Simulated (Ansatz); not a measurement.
BeS:
```xyz
8
Lattice="5.8096 0.0000 0.0000 0.0000 3.4443 0.0000 0.0000 0.0000 5.9079" Properties=species:S:1:pos:R:3 pbc="T T T"
Be     0.8353     0.8611     2.3869
Be     2.0695     2.5832     5.3409
Be     4.9743     2.5832     3.5210
Be     3.7401     0.8611     0.5671
S      4.5207     0.8611     2.4694
S      4.1937     2.5832     5.4234
S      1.2889     2.5832     3.4385
S      1.6159     0.8611     0.4846
```

Relaxed with LDA.

Task: Give the optical modes at the zone centre with their infrared and Raman activity from DFPT, LDA in the plane-wave PAW code Ansatz.

Result: Transverse frequencies, without the LO–TO term; a row sums one degenerate level.

```
ω (cm⁻¹)  degeneracy  IR ((D/Å)²/amu)  Raman (Å⁴/amu)  activity  symmetry
--------  ----------  ---------------  --------------  --------  --------
121                1             0.00             8.4     Raman        Ag
156                1             0.00               0    silent        Au
162                1             0.00           0.063     Raman       B3g
195                1             0.01               0    silent       B1u
213                1             0.00            0.16     Raman       B1g
213                1             0.00             7.7     Raman       B2g
247                1             0.00              44     Raman        Ag
314                1             5.37               0        IR       B3u
397                1             0.00             7.1     Raman       B2g
434                1             0.00             120     Raman        Ag
449                1             0.00             8.1     Raman       B2g
493                1            26.99               0        IR       B3u
550                1             4.52               0        IR       B1u
554                1             0.00               0    silent        Au
558                1             0.00             1.4     Raman       B1g
596                1             0.01               0        IR       B3u
599                1            34.27               0        IR       B2u
604                1             0.00             5.7     Raman       B3g
619                1             0.00              40     Raman        Ag
631                1            30.46               0        IR       B1u
656                1             0.00             1.5     Raman       B2g
```

Task: How high does the top mode go among those that the LO–TO term moves?

Result: 590 cm⁻¹ for q along x, 691 cm⁻¹ for q along y, 716 cm⁻¹ for q along z.

Space group Pnma. The start of the workflow was typed in or built on a structure type; neither database checked (COD, Materials Project) lists it. COD files the formula under space group No. 216. Its standing as an ambient phase is unchecked. The cell was relaxed with LDA under the symmetry of its start; whether a distortion lowers the energy is not shown. The volume moved by 19 % from the start of the relaxation.

Potentials: the earlier of the program's two PAW sets. The files were generated under PBE; for other functionals the program regenerates the frozen cores, and for LDA and PBEsol the local potential too.
